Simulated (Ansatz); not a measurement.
Total density of states per atom from the program Ansatz at the r²SCAN level (PAW), in 0.25 eV bins, energy from the Fermi level:

(E (eV), states/eV/atom): (-7.85, 0.21); (-7.60, 0.02); (-7.35, 0.00); (-7.10, 0.10); (-6.85, 0.25); (-6.60, 0.41); (-6.35, 0.41); (-6.10, 0.39); (-5.85, 0.37); (-5.60, 0.44); (-5.35, 0.52); (-5.10, 0.46); (-4.85, 0.43); (-4.60, 0.64); (-4.35, 1.15); (-4.10, 1.16); (-3.85, 1.60); (-3.60, 1.65); (-3.35, 1.90); (-3.10, 1.78); (-2.85, 1.70); (-2.60, 1.56); (-2.35, 1.68); (-2.10, 1.74); (-1.85, 0.94); (-1.60, 0.82); (-1.35, 0.57); (-1.10, 0.30); (-0.85, 0.28); (-0.60, 0.26); (-0.35, 0.24); (-0.10, 0.25); (0.15, 0.27); (0.40, 0.28); (0.65, 0.39); (0.90, 0.39); (1.15, 0.28); (1.40, 0.28); (1.65, 0.41); (1.90, 0.41); (2.15, 0.37); (2.40, 0.33); (2.65, 0.34); (2.90, 0.34); (3.15, 0.28); (3.40, 0.36); (3.65, 0.43); (3.90, 0.36); (4.15, 0.38); (4.40, 0.43); (4.65, 0.38); (4.90, 0.39)

Which of these materials gives this?
A. SiO2, Pn-3m (Si on 2a, O on 4b)
B. Mn3Al2Si3O12, Ia-3d (Al on 16a, Mn on 24c, Si on 24d, O on 96h)
C. SiNi, Pnma (Si on 4c, Ni on 4c)
D. Si2Mo, MoSi2 or CaC2 type

C, SiNi, Pnma (Si on 4c, Ni on 4c). Within 0.5 eV of the Fermi level: Ni 3d 49 %, Si 3p 36 %, Si 3s 9 %. Projections are on Löwdin-orthogonalised atomic valence shells; empty p or d shells of many metals are not among them.

The cell was relaxed with r²SCAN under the symmetry of its start; of distortions, only those at the zone centre were tested. No spin polarisation was allowed.

Potentials: the earlier of the program's two PAW sets.
